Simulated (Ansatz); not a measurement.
Zr2TlC:
```xyz
8
Lattice="3.3799 0.0000 0.0000 -1.6900 2.9271 0.0000 0.0000 0.0000 15.0036" Properties=species:S:1:pos:R:3 pbc="T T T"
Zr     0.0000     1.9514     8.7297
Zr     1.6900     0.9757     6.2739
Zr     1.6900     0.9757     1.2279
Zr     0.0000     1.9514    13.7757
Tl     0.0000     1.9514     3.7509
Tl     1.6900     0.9757    11.2527
C      0.0000     0.0000     0.0000
C      0.0000     0.0000     7.5018
```

Relaxed with r²SCAN.

Problem. Map the electron localisation function on the plane through (0.333, 0.667, 0.582) spanned by u = [0, 0, 1] and v = [1, -1, 0] in lattice vectors, from DFT-r²SCAN in the program Ansatz with PAW potentials.

Solution. x is the fraction of u, y of v (the angle between them is 90°; rows are the nearest grid lines); atoms in the plane: Zr at (0.00, 0.00), Zr at (0.84, 0.33), Zr at (0.50, 0.33), Zr at (0.34, 0.00), Tl at (0.67, 0.00), Tl at (0.17, 0.33), C at (0.42, 0.67), C at (0.92, 0.67).
```
| #@:.:---: *@.-@=.=++#*=:   =+#*+++:.@# |
|:%@..:::-: *@=+@=.=++#*=:  .=+#*==+:.%%:|
|@@+ .::::: :%@@*.-+=-+*==::-=+*=--++:-@@|
|%#: ::::::..+%#--*#=:=*======++-:-*#=:+%|
|-: .:::.::. .-::*@%*:-+======+=::=#@%=:-|
|.  .::..:::. .:*@@@#:-==-----=-::*%@@%-.|
|*-:-:....:--:=%@*=@@---::...:---+%@*=@@*|
|#=--:....:---+%@- %@=--:....:---+%@- %@#|
|#=--:....:--=*@@: #@=--:....:--=*@@: #@#|
|*=--:....:---+%@+:%@---:....:---+%@+:%@*|
|=:-==-----=-:-*@@@%=..:::...::. .:#@@@%=|
|-:-+=-==-=+=::+%@@+:. .::..::: .::-%@@*-|
|::=+======++-:=*%*:=+. ::::::. -*+:=##+:|
|:-+*==--==+*=:-++:-%@= .:::::..#@@+:=*=:|
|=+#*=-  .=+#*==+-.%@%%..::::: +@**@-.=+=|
|++#*=:   =+#*+++:.@##@:.:---: *@:-@=.=++|
|=+#*=:   =+#*+++:.%%#@..:-:-: *@-=@=.=+=|
|-=**=-  .=+#+--=:.#@@%..--:-: +@#%@-.==-|
|..:+===-==+-....:.:#%-.-----=:.#@%=.....|
|=-.-=======.:=-....-=.:=======.-+=....:=|
|%#:.==---=:.+%#-......=======+:.......*%|
|@@+.:-----.:@@@#..:..-*==-:==++:..::.=@@|
|:%@..:-:-: *@=+@=.=++#*=:  .=+#*==+:.%%:|
| #@:.:---: *@.-@=.=++#*=:   =+#*+++:.@# |
```
Scale: ten equal steps from 0.013 (start of ' ') to 0.810 (end of '@'), in the order ' .:-=+*#%@'; x runs from 0.000 to 1.00, y from 0.000 (bottom) to 1.00 (top).

The density is the valence pseudo-density with augmentation charge, so density and ELF within about 1 Å of a nucleus are not all-electron values.

Space group P6_3/mmc. The workflow started from a Materials Project entry (that database holds measured and hypothetical structures alike); the Crystallography Open Database copy checked does not list it. Its standing as an ambient phase is unchecked. The cell was relaxed with r²SCAN under the symmetry of its start; its stability against distortions is not shown here. No spin polarisation was allowed. Scalar-relativistic: spin–orbit coupling is off unless named, which matters more the heavier the elements.

Potentials: the earlier of the program's two PAW sets. The files were generated under PBE; for other functionals the program regenerates the frozen cores, and for LDA and PBEsol the local potential too.
